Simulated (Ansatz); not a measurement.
# TaTlPt$_{2}$S$_{4}$: input and output

The input, for Ansatz 0.2.0 (plane waves, PAW):

```yaml
crystal:
  lattice:
    - [5.670739, 0.0, 0.0]
    - [2.83537, -9.287978, 0.0]
    - [0.0, 0.0, -7.584601]
  atoms:
    - { symbol: S, position: [0.862, 0.78, 0.0018] }
    - { symbol: S, position: [0.862, 0.78, 0.4982] }
    - { symbol: S, position: [0.642, 0.22, 0.9982] }
    - { symbol: S, position: [0.642, 0.22, 0.5018] }
    - { symbol: S, position: [0.458, 0.588, 0.75] }
    - { symbol: S, position: [0.046, 0.412, 0.25] }
    - { symbol: S, position: [0.269, 0.992, 0.75] }
    - { symbol: S, position: [0.261, 0.008, 0.25] }
    - { symbol: Pt, position: [0.1096, 0.7828, 0.75] }
    - { symbol: Pt, position: [0.8924, 0.2172, 0.25] }
    - { symbol: Pt, position: [0.534, 0.0, 0.0] }
    - { symbol: Pt, position: [0.534, 0.0, 0.5] }
    - { symbol: Tl, position: [0.0762, 0.3636, 0.75] }
    - { symbol: Tl, position: [0.4398, 0.6364, 0.25] }
    - { symbol: Ta, position: [0.6124, 0.7732, 0.75] }
    - { symbol: Ta, position: [0.3856, 0.2268, 0.25] }
  symmetry: { tolerance: 0.0003 }
kpoints:
  mp_grid: { grid: [6, 6, 5], shift: [0, 0, 0] }
magnetization:
  spin_polarized: false
scf:
  occupations: { method: fermi_dirac }
  lower_state_search: "off"
  max_iter: 200
hamiltonian:
  pseudopotentials: { kind: paw }
  xc: r2scan
basis:
  ecutwfc: 500
  fft_grid_basis: typed
output:
  forces: true
  stress: true
  eigenvalues: true
  populations: true
  elf: true
  write_potential: true
  volumetric_format: npy
  dos:
    e_range: [-12, 8]
    de: 0.05
    projected: { site_lists: { Pt: [Pt], S: [S], Ta: [Ta], Tl: [Tl] } }
checkpoint:
  read: saved_state
```

The saved state is an earlier solution for the same cell, perhaps on another mesh. 

Parts of the output:

```
Pseudopotentials: kind: paw
Pseudopotential: S, paw, valence charge 6, recommended cutoff 500 eV (meta_gga), S.paw.azcp
Pseudopotential: Pt, paw, valence charge 18, recommended cutoff 500 eV (meta_gga), Pt.paw.azcp
Pseudopotential: Tl, paw, valence charge 13, recommended cutoff 500 eV (meta_gga), Tl.paw.azcp
Pseudopotential: Ta, paw, valence charge 13, recommended cutoff 500 eV (meta_gga), Ta.paw.azcp
Functional definition: r2SCAN
  exchange = r2scan_x(k0 = k0, k1 = k1, a1 = a1)
  correlation = r2scan_c
Crystal: 16 atoms, lattice volume = 399.479 Å³
Basis set: ecut = 500 eV, 10141 PW (Γ), exchange–correlation on 180×288×240 points (64 copies of the dense FFT grid, shifted against one another)
Bands: 104, of which v1, the nominal top of the filled ones, is band 86 counted from 1 (85 counted from 0)
Symmetry: 4 space group operations
Space group: Ama2 (ITA 40), of the structure as read, at distance tolerance 2.2e-3 Å
k-points: 39 of 180 (time reversal used)
Initial density: read from a saved state, or passed on in memory by an earlier SCF of this step, an earlier step, the calling program or the single point that the run made first
Functional: x = r2scan, c = r2scan; τ floored in thin density (d = 2e-4 eV/Å³)
SCF iter   1: F=-100207.6435 eV  Δρ=1.21e-3  dr2=5.20e-3  dr2_τ=1.45e-3
SCF iter   2: F=-100207.6472 eV  Δρ=3.47e-4  dr2=7.54e-4  dr2_τ=6.42e-5
SCF iter   3: F=-100207.6475 eV  Δρ=1.91e-4  dr2=2.96e-4  dr2_τ=9.61e-6
SCF iter   4: F=-100207.6477 eV  Δρ=7.32e-5  dr2=3.16e-5  dr2_τ=2.99e-6
SCF iter   5: F=-100207.6477 eV  Δρ=2.95e-5  dr2=3.42e-6  dr2_τ=6.02e-7
SCF iter   6: F=-100207.6477 eV  Δρ=6.45e-6  dr2=2.42e-7  dr2_τ=1.33e-8
SCF iter   7: F=-100207.6477 eV  Δρ=2.68e-6  dr2=5.02e-8  dr2_τ=4.75e-9
Free energy (F): -100207.6477 eV
Harris-Foulkes:  -100207.6477 eV  (|F-HF|=3.29e-8)
Internal energy: -100207.3092 eV  (E = F + TS)
E sigma→0 (E₀):  -100207.4784 eV
Entropy (-TS):   -0.3385 eV (-21.159 meV/atom)
Fermi energy:    8.2979 eV
--- Per-component energies (eV) ---
  E_band       = -2193.7326
  E_kinetic    = 4802.7928
  E_local      = -20107.9435  (includes V_loc(G=0)·N_el)
  E_nonlocal   = 1703.3401
  E_hartree    = 8062.8148
  E_xc         = -2575.9837
  E_vxc        = -2861.1378  (∫ρ·V_xc dr)
  E_paw        = -80022.8313  (= ΣΔE_a)
  E_vpaw       = -2027.6813  (= ΣTr[D̂ρ^β])
  E_aug_tail   = 0.0008  (compensation charges beyond the density's cutoff)
  E_vtau       = 171.2571  (kinetic-family band-sum trace: ∫τ·v_τ [+ j·A + Jᵃ·Aᵃ] dr)
  E_ewald      = -12068.2622
  E_core_change = -1.2371  (= ΣΔE_core)
  E_smearing   = -0.3385  (= −TS)
--- Stress (GPa, compression-positive) ---
        0.1609       0.0000       0.0000
        0.0000       0.8287       0.0000
        0.0000       0.0000      -2.2194
  P = ⅓ Tr σ = -0.4099 GPa (-4.099 kbar)
--- Löwdin populations: 16 sites ---
  site symbol       q [e]
     0      S      6.2609
     1      S      6.2609
     2      S      6.2609
     3      S      6.2609
     4      S      6.2806
     5      S      6.2806
     6      S      6.1574
     7      S      6.1574
     8     Pt     17.5837
     9     Pt     17.5837
    10     Pt     17.5716
    11     Pt     17.5716
    12     Tl     12.7045
    13     Tl     12.7045
    14     Ta     12.5118
    15     Ta     12.5118
  spilling = 0.0078 (of n_electrons = 172.0000)
```

Origin: a known structure type with other elements, at an estimated volume, so it need not be a known compound. Caveats: many states at the Fermi level without spin polarisation, so a magnetic state may lie lower; atoms or cell far from equilibrium.
